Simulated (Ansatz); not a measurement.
# Profile along the Ni–Ni line in Ni (fcc, Cu type)

Ni (fcc, Cu type)

```xyz
1
Lattice="0.0000 1.7314 1.7314 1.7314 0.0000 1.7314 1.7314 1.7314 0.0000" Properties=species:S:1:pos:R:3 pbc="T T T"
Ni     0.0000     0.0000     0.0000
```

Fields along a shortest Ni–Ni line of a {100} plane (2.45 Å), from Ni to Ni, interpolated on the slice's grid (step about 0.1 Å). Level of theory: PBEsol (plane waves to 420 eV, PAW, scalar-relativistic; Ansatz, a program for electronic structure). k mesh 23×23×23. These are valence fields of a PAW run, semicore shells included where kept as valence: close to a nucleus they are smooth pseudo fields. Ni was relaxed with its symmetry unable to fall. Relaxed Ni ends ferromagnetic. Other magnetic orders were not checked, so this need not be the ground state.

| distance from Ni (Å) | valence electron density (e/Å³) | spin density, up minus down (e/Å³) | electron localisation function | ELF of the up spins | ELF of the down spins |
|---|---|---|---|---|---|
| 0.00 | 60.65 | 2.79 | x | x | x |
| 0.12 | 52.64 | 2.40 | x | x | x |
| 0.25 | 34.96 | 1.57 | x | x | x |
| 0.37 | 18.53 | 0.82 | x | x | x |
| 0.49 | 8.40 | 0.37 | x | x | x |
| 0.61 | 3.58 | 0.16 | 0.29 | 0.29 | 0.28 |
| 0.74 | 1.55 | 0.07 | 0.23 | 0.24 | 0.22 |
| 0.86 | 0.75 | 0.02 | 0.19 | 0.20 | 0.19 |
| 0.98 | 0.47 | 0.00 | 0.19 | 0.18 | 0.20 |
| 1.10 | 0.38 | -0.01 | 0.22 | 0.19 | 0.25 |
| 1.23 | 0.34 | -0.01 | 0.25 | 0.21 | 0.29 |
| 1.35 | 0.38 | -0.01 | 0.22 | 0.19 | 0.25 |
| 1.47 | 0.47 | 0.00 | 0.19 | 0.18 | 0.20 |
| 1.59 | 0.75 | 0.02 | 0.19 | 0.20 | 0.19 |
| 1.72 | 1.55 | 0.07 | 0.23 | 0.24 | 0.22 |
| 1.84 | 3.58 | 0.16 | 0.29 | 0.29 | 0.28 |
| 1.96 | 8.40 | 0.37 | x | x | x |
| 2.08 | 18.53 | 0.82 | x | x | x |
| 2.21 | 34.96 | 1.57 | x | x | x |
| 2.33 | 52.64 | 2.40 | x | x | x |
| 2.45 | 60.65 | 2.79 | x | x | x |

x: too close to a nucleus for the ELF to mean much.

Density on the Ni–Ni line (2.45 Å) at its midpoint: 0.34 e/Å³. ELF at that point: 0.25.
